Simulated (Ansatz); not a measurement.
Starting cell, ZnS (wurtzite):

```yaml
crystal:
  lattice:
    - [3.84511, 0.00000, 0.00000]
    - [-1.92255, 3.32996, 0.00000]
    - [0.00000, 0.00000, 6.30566]
  atoms:
    - { symbol: Zn, position: [0.66667, 0.33333, 0.99985] }
    - { symbol: Zn, position: [0.33333, 0.66667, 0.49985] }
    - { symbol: S, position: [0.66667, 0.33333, 0.62535] }
    - { symbol: S, position: [0.33333, 0.66667, 0.12535] }
```

The atoms are displaced by Q × the pattern below (from a DFPT mode at Γ, largest move 1; Q in Å), at fixed cell. It is one choice among 2 degenerate patterns.

| atom | x | y | z |
|---|---|---|---|
| Zn1 | 0.000 | -0.396 | 0.000 |
| Zn2 | 0.000 | 0.396 | 0.000 |
| S3 | 0.000 | -1.000 | 0.000 |
| S4 | 0.000 | 1.000 | 0.000 |

These are PBE (plane waves to 420 eV, PAW, scalar-relativistic; Ansatz, a quantum-chemistry and plane-wave program) values and carry that method's errors. k mesh 10×10×5 (Γ-centred), Fermi-Dirac smearing 0.05 eV. Energies are smeared free energies. ZnS was relaxed with its symmetry unable to fall. The zero of ΔE is the undisplaced structure.

| Q (Å) | ΔE (meV/cell) |
|---|---|
| -0.100 | 95.7 |
| -0.067 | 44.8 |
| -0.033 | 11.8 |
| 0.000 | 0.0 |
| 0.033 | 13.1 |
| 0.067 | 55.1 |
| 0.100 | 130.8 |

**Question.** Which DFPT wavenumber at Γ belongs to this mode?
A) 321 cm⁻¹
B) 188 cm⁻¹
C) 268 cm⁻¹
D) 70 cm⁻¹

**Answer.** C, 268 cm⁻¹. The curvature of the scan gives 268 cm⁻¹

(For displaced atoms, the force is minus the slope of the energy, and its curvature is a force constant, which sets phonon frequencies.)
